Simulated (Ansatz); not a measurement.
ScCl (R-3m), axial (c/a) deformation path

Computed with DFT r2SCAN, scalar-relativistic, plane waves, PAW in Ansatz. Cutoff 500 eV, Γ-centred 18×18×18 k-points, Gaussian smearing of 0.15 eV. No spin polarisation. Energies are free energies at this smearing, counted from the undisturbed cell; pressure is positive in compression.

The undisturbed cell (as given, not relaxed at this level; it stands at 0.6 GPa, and it needn't be the usual structure):

```
Sc Cl
1.0
     1.73650    1.00257    8.90333
    -1.73650    1.00257    8.90333
     0.00000   -2.00514    8.90333
Sc Cl
2 2
Direct
  0.21370 0.21370 0.21370
  0.78630 0.78630 0.78630
  0.39140 0.39140 0.39140
  0.60860 0.60860 0.60860
```

The cell holds layers and no dispersion correction was added, so their binding is poorly described.

At fixed volume and fractional coordinates, lengths along (0.000, 0.000, 1.000) are scaled against those across it; ρ is that ratio over its starting value. The cell is metallic on the mesh throughout.

```csv
ρ,ΔE (meV/atom)
0.850,91.8
0.920,21.0
0.960,3.3
1.000,0.0
1.100,41.8
1.200,146.4
```

Cost: 6 runs of about 16 core-minutes in all, on Arm Neoverse V2 (shared hosts).